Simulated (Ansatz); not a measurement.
This B2P3 structure is the end of a relaxation. The cell was found from a structure generator's guess, not taken from experiment.

All numbers below come from DFT PBE, scalar-relativistic, plane waves, PAW in Ansatz. Cutoff 420 eV, Γ-centred mesh, Gaussian smearing, no spin polarisation.

```
B P
1.0
     2.07414   -2.28032    0.00000
     2.07414    2.28032    0.00000
     0.00000    0.00000    5.96453
B P
2 3
Direct
  0.18974 0.81026 0.00000
  0.81026 0.18974 0.00000
  0.50000 0.50000 0.75692
  0.50000 0.50000 0.24308
  0.00000 0.00000 0.50000
```

Energies over the elements count from the elements' standard structures at the same level, with no fitted energy shifts. The references include black phosphorus.

Problem. What space group does it have?

Solution. Cmmm (No. 65). Conventional cell: a = 4.148 Å, b = 4.561 Å, c = 5.965 Å. B has 1 B at 1.73 Å, 2 P at 2.03 Å, 2 B at 2.15 Å, 4 P at 2.67 Å, 1 B at 2.83 Å, 4 B at 3.08 Å and 2 P at 3.11 Å; P on a site of symmetry mm2 has 2 B at 2.03 Å, 2 P at 2.58 Å, 4 B at 2.67 Å and 3 P at 2.75–2.90 Å; P on a site of symmetry mmm has 4 P at 2.58 Å, 4 P at 2.75 Å, 4 P at 3.08 Å and 4 B at 3.11 Å.

Problem. What is its formation energy per atom?

Solution. +0.64 eV/atom. It can't be a ground state, since the elements alone are lower.

Problem. Is it a metal?

Solution. Yes, bands cross the Fermi level on the 12×12×6 mesh.

The last run used a 12×12×6 mesh (in the run's order of axes) for its 5-atom cell and Gaussian smearing of 0.10 eV. An odd number of electrons in the primitive cell allows no gap without spin; a larger cell or a magnetic state could open one. The cell is a metal run without spin; a magnetic state may lie lower. The reference form of P is held partly by dispersion forces, which this level lacks. A structure relaxed within its symmetry needn't be a true minimum. Another cell of B2P3 relaxed alike, in R32, lies 0.41 eV/atom lower, so this cell isn't the stable form at this level.
